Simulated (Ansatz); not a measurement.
**Antifluorite alloy of Li2S and Na2S (12 of 64 Li sites exchanged), 96 atoms**

Ansatz, PAW, plane waves. PBEsol relaxation of volume and atoms (shape held) at the single k point (¼, ¼, ¼) without its symmetry partners; single points on the relaxed atoms at the Γ point alone, onto which points of the small cell's zone fold. Arrangement: quasirandom. No spin–orbit coupling unless named.

Relaxed structure:

```
Li Na S
1.0
    11.69920    0.00000    0.00000
     0.00000   11.69920    0.00000
     0.00000    0.00000   11.69920
Li Na S
52 12 32
Direct
  0.37343 0.12487 0.12295
  0.38001 0.12116 0.62440
  0.37548 0.62399 0.62762
  0.87020 0.12227 0.12392
  0.87553 0.12440 0.62659
  0.87434 0.61340 0.12956
  0.86776 0.63544 0.61823
  0.11504 0.35888 0.12250
  0.13145 0.88124 0.12711
  0.12576 0.88056 0.61761
  0.62597 0.37180 0.11937
  0.62124 0.37364 0.62426
  0.62226 0.87953 0.12605
  0.62318 0.87536 0.62774
  0.12585 0.11915 0.37388
  0.12556 0.12365 0.87403
  0.12701 0.63025 0.38022
  0.62364 0.12501 0.87555
  0.62082 0.62707 0.86916
  0.12173 0.12199 0.12351
  0.13012 0.12142 0.62468
  0.12073 0.63672 0.61659
  0.62356 0.12521 0.12441
  0.62483 0.12348 0.62977
  0.63167 0.62297 0.11620
  0.61964 0.62651 0.62753
  0.37713 0.37125 0.37939
  0.38214 0.37330 0.86910
  0.37488 0.87657 0.37890
  0.37951 0.88130 0.87300
  0.86860 0.37537 0.37125
  0.87187 0.36225 0.88118
  0.87534 0.87959 0.37804
  0.86703 0.87925 0.86771
  0.38108 0.36884 0.62633
  0.37918 0.88426 0.12673
  0.37414 0.87414 0.62742
  0.87017 0.36371 0.12460
  0.87287 0.88289 0.62106
  0.37357 0.12018 0.37455
  0.37573 0.12565 0.87174
  0.37309 0.62730 0.38540
  0.38407 0.62815 0.87247
  0.87392 0.12447 0.37428
  0.87250 0.12261 0.87729
  0.87715 0.63382 0.37676
  0.12544 0.36438 0.87917
  0.12588 0.87652 0.37664
  0.62284 0.37149 0.37344
  0.62601 0.37322 0.87042
  0.62598 0.87876 0.37924
  0.62062 0.87733 0.87482
  0.38600 0.62955 0.12853
  0.12932 0.37556 0.62658
  0.12693 0.62511 0.87203
  0.61977 0.12184 0.37968
  0.62584 0.62522 0.37484
  0.12844 0.62309 0.12793
  0.37046 0.37859 0.11999
  0.87629 0.37989 0.63003
  0.87596 0.87063 0.12306
  0.87116 0.62162 0.87215
  0.11995 0.37002 0.37806
  0.12385 0.88132 0.86826
  0.99813 0.01012 0.99930
  0.00075 0.00453 0.49932
  0.99537 0.48042 0.00434
  0.99386 0.51873 0.49703
  0.50018 0.00460 0.99902
  0.49474 0.99154 0.50914
  0.51229 0.49928 0.98859
  0.49495 0.49394 0.50528
  0.24460 0.24172 0.99461
  0.26077 0.23638 0.50006
  0.26180 0.76433 0.99995
  0.25088 0.75296 0.50264
  0.74627 0.24596 0.99880
  0.75127 0.25113 0.50073
  0.73652 0.75119 0.99670
  0.75181 0.76091 0.50448
  0.24936 0.00155 0.25025
  0.25770 0.00668 0.74274
  0.25565 0.50350 0.26810
  0.26589 0.49872 0.75268
  0.74989 0.00032 0.25033
  0.74792 0.00186 0.75027
  0.75305 0.49235 0.24236
  0.73306 0.50109 0.74669
  0.99222 0.24039 0.24548
  0.99993 0.23868 0.75957
  0.00207 0.75162 0.26230
  0.99299 0.75758 0.73245
  0.49838 0.25018 0.24739
  0.50238 0.24680 0.74995
  0.50231 0.76890 0.25458
  0.49900 0.75276 0.74900
```

(1) What are the mean bond lengths by pair (pairs within 1.2 times the sum of covalent radii, less contacts 15 % beyond the pair's median; cation–cation pairs of compounds aside; long ionic contacts are cut short by that bound)?

(2) What gap lies between the top filled and the lowest empty level in the single points?

Results:

(1) Li–S 2.506 ± 0.069 Å (standard deviation, 205 bonds); Na–S 2.641 ± 0.050 Å (standard deviation, 48 bonds).

(2) HSE06 4.37 eV (65 s on NVIDIA H100).
